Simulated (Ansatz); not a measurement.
**InSb: single point with Ansatz**

System: InSb (zinc blende type), 2 atoms in the cell.

Ansatz input (lattice in Å, positions in fractions of it; a bare `kind: paw` takes the build's default datasets)
```yaml
crystal:
  lattice:
    - [0, 3.32, 3.32]
    - [3.32, 0, 3.32]
    - [3.32, 3.32, 0]
  atoms:
    - { symbol: In, position: [0, 0, 0] }
    - { symbol: Sb, position: [0.25, 0.25, 0.25] }
kpoints:
  mp_grid: { grid: [6, 6, 6] }
hamiltonian:
  xc: pbe
  pseudopotentials:
    kind: paw
    azcp:
      In: "pseudopotentials/pbe/paw/ansatz_paw_generated_hard_1/In.paw.azcp"
      Sb: "pseudopotentials/pbe/paw/ansatz_paw_generated_hard_1/Sb.paw.azcp"
scf:
  occupations: { method: fermi_dirac, width: 0.02 }
  convergence: { dr2_threshold: "1e-10 eV" }
  max_iter: 300
  n_bands: 38
output:
  forces: true
  stress: true
  eigenvalues: true
```

Method: Ansatz 0.2.0 development build, PBE, plane waves, PAW datasets (generated hard set).

What the run gave

```yaml
Plane-wave_cutoff_used: 700 eV
Pressure: -0.02 GPa
Smearing_term_TS: 0.2 meV/atom
Valence_electrons: 44
Irreducible_k-points: 16
CPU_time: about 10 core-seconds on a shared host
```

Stress tensor in GPa, compression positive:
```
-0.02  0.00  0.00
 0.00 -0.02  0.00
 0.00  0.00 -0.02
```

The stress includes the program's correction for the finite plane-wave basis.

The k-mesh is modest, so these values aren't fully converged in k.
